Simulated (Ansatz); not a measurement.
Compressing MnHg: a fit and a missing row

MnHg, Pm-3m, a = 3.330 Å. The structure is a COD entry; whether it is the stable form wasn't checked. Ansatz: r2SCAN, PAW, 500 eV, Γ-centred 12×12×12 mesh on 2 atoms, Gaussian smearing 0.10 eV; collinear spin, largest moment 4.2 μB. Symmetry fixes shape and atoms, so the cell is only scaled; pressure is positive in compression.

```
V (Å³/atom) P (GPa)
     17.356        ?
     17.910     2.52
     18.464     0.00
     19.018    -2.13
     19.572    -3.96
```

Task: Take V0 = 18.464 Å³/atom, fit the third-order Birch–Murnaghan form to the other rows, and predict the missing pressure.

Result: With the Eulerian strain f = ½[(V0/V)^(2/3) − 1] and y = P/[3f(1 + 2f)^(5/2)], the form is the line y = B0 + 1.5 B0 (B0′ − 4) f. Rows (f, y): 0.01026, 77.8; -0.00976, 76.4; -0.01905, 76.4. Means f = -0.006183, y = 76.867; Σ(Δf)² = 0.0004487, ΣΔfΔy = 0.02302; the slope is their ratio. y = 77.18 + 51.30 f GPa, so B0 = 77.2 GPa and B0′ = 4 + 2 × (51.30)/(3 × 77.18) = 4.44. At V = 17.356, f = 0.02106, y = 78.26 and P = 5.48 GPa. The run gave 5.75 GPa, so the fit is 0.27 GPa too low, 2.8 % of the span of the series, against an rms of 0.007 GPa on the fitted rows. The row lies outside the fitted range. The records show no cause, and too few rows are left to test a further term.

The state reached may not be the lowest one. Only parallel moments were tried here. Spin–orbit coupling is left out, which can shift energies with elements as heavy as these.

Cost: 5 runs of about 4.1 core-minutes in all, on Arm Neoverse V1 (shared hosts).